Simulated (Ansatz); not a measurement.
ZnS:
```
ZnS
1.0
    3.80610     0.00000     0.00000
   -1.90305     3.29618     0.00000
    0.00000     0.00000     6.24474
Zn S
2 2
Direct
  0.66667   0.33333   0.99975
  0.33333   0.66667   0.49975
  0.66667   0.33333   0.62545
  0.33333   0.66667   0.12545
```

Relaxed with r²SCAN.

### Question
Map the electron localisation function on the plane through (0.667, 0.333, 1.000) spanned by u = [0, 0, 1] and v = [1, -1, 0] in lattice vectors, from r²SCAN in the plane-wave PAW code Ansatz.

### Answer
x is the fraction of u, y of v (the angle between them is 90°; rows are the nearest grid lines); atoms in the plane: Zn at (0.00, 0.00), Zn at (0.50, 0.67), S at (0.63, 0.00), S at (0.13, 0.67).
```
|00002110000036788510028997210000|
|00012110000036788620038997210000|
|00111221100014789999899986211100|
|11223443210013579999999875211111|
|57899988642111122356776531111235|
|89999998863111111122344310012468|
|99864589984210000011111000014689|
|88510169994210000001211000014788|
|87300059994210000001211000014788|
|98753589984211000011111000014689|
|89987889974211100111111000013688|
|78888887653111111111110000001357|
|56777765431111111111100000000235|
|11222211000000000000000000000001|
|00000000000000000000000000000000|
|00000000000000000000000000000000|
|00000000000000000000000000000000|
|00000000000000000000000000000000|
|11100000000000123455543321000111|
|11111000000001346777766542111111|
|11111110000013678999888875211221|
|00111110000024789988789986211110|
|00012110000036788620038997210000|
|00002110000036788510028997210000|
```
Scale: ten equal steps from 0.000 (start of '0') to 0.900 (end of '9'), in the order '0123456789'; x runs from 0.000 to 1.00, y from 0.000 (bottom) to 1.00 (top).

The density is the valence pseudo-density with augmentation charge, so density and ELF within about 1 Å of a nucleus are not all-electron values.

Space group P6_3mc (wurtzite). Symmetry was held in the r²SCAN relaxation; phonons on a q-mesh show no instability.

Potentials: the later of the program's two PAW sets.
